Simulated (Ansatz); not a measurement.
**CsPbCl$_{3}$: stationary points along a deformation path**

Method: DFT PBEsol, scalar-relativistic, plane waves, PAW in Ansatz 0.2.0. Settings: plane waves to 420 eV, k-mesh 6×6×6 (Γ-centred), Gaussian smearing 0.05 eV. Spin–orbit coupling is left out, which matters for the heavy elements here. No spin polarisation. Energies are free energies at this smearing, counted from the undisturbed cell; pressure is positive in compression.

Reference structure (as given, not relaxed at this level; it stands at 0.2 GPa, and it needn't be the usual structure):

```yaml
crystal:
  lattice:
    - [5.60500, 0.00000, 0.00000]
    - [0.00000, 5.60500, 0.00000]
    - [0.00000, 0.00000, 5.60500]
  atoms:
    - { symbol: Cs, position: [0.00000, 0.00000, 0.00000] }
    - { symbol: Pb, position: [0.50000, 0.50000, 0.50000] }
    - { symbol: Cl, position: [0.00000, 0.50000, 0.50000] }
    - { symbol: Cl, position: [0.50000, 0.00000, 0.50000] }
    - { symbol: Cl, position: [0.50000, 0.50000, 0.00000] }
```

At fixed volume and fractional coordinates, lengths along (0.000, 0.000, 1.000) are scaled against those across it; ρ is that ratio over its starting value. V = 35.217 Å³/atom. Δσ is the stress along the axis less the mean stress across it (compression positive).

| ρ | ΔE (meV/atom) | Δσ (GPa) | space group |
| --- | --- | --- | --- |
| 0.650 | 1202.2 | 47.16 | P4/mmm |
| 0.707 | 723.0 | 32.62 | P4/mmm |
| 0.780 | 330.8 | 21.42 | P4/mmm |
| 0.850 | 125.1 | 11.70 | P4/mmm |
| 0.920 | 29.6 | 5.10 | P4/mmm |
| 0.960 | 6.7 | 2.31 | P4/mmm |
| 1.000 | 0.0 | 0.00 | Pm-3m |
| 1.050 | 8.7 | -2.38 | P4/mmm |
| 1.100 | 31.9 | -4.37 | P4/mmm |
| 1.200 | 109.2 | -7.71 | P4/mmm |
| 1.300 | 217.1 | -10.69 | P4/mmm |
| 1.414 | 367.0 | -13.61 | P4/mmm |
| 1.500 | 496.4 | -16.38 | P4/mmm |

Q: How does the stress give the slope of the energy, and where is the energy stationary?

A: Along the path d ln(length) is 2/3 d ln ρ on the axis and −1/3 d ln ρ across it, so dE/d ln ρ = −(2/3) V Δσ: the energy falls with ρ where Δσ is positive. Δσ vanishes or changes sign at ρ = 1.000 (Pm-3m), a minimum at 0.0 meV/atom. Pairs of stationary points between two samples would go unseen, and could change a minimum read from distant neighbours into a maximum. At ρ = 1.000 the cell is cubic, where symmetry alone makes the stress isotropic and the slope zero.

Q: Which shear constant sets the curvature at ρ = 1?

A: For a cubic crystal E/V = (2/3) C (ln ρ)² with C = C′ = (C11 − C12)/2, so Δσ = −2C ln ρ. The parabola of Δσ against ln ρ through ρ = 0.960, 1 and 1.050 gives C ≈ 26 GPa with the ions clamped, rough because the steps are large.

Q: Integrate that slope from ρ = 1 to 1.200 by the trapezoid rule.

A: With V/N in Å³ and 1 eV/Å³ = 160.2 GPa the slopes at ρ = 1.000, 1.050, 1.100, 1.200 are 0, 349, 641, 1130 meV/atom per unit of ln ρ. The steps add 8.5 + 23.0 + 77.0 = 108.5 meV/atom, against 109.2 from the energies; the trapezoid rule misses the curvature of the slope within each step.

The gap closes along the scan, which can put kinks into the curve.

Symmetry holds off the tilts and polar distortions that many cubic perovskites undergo.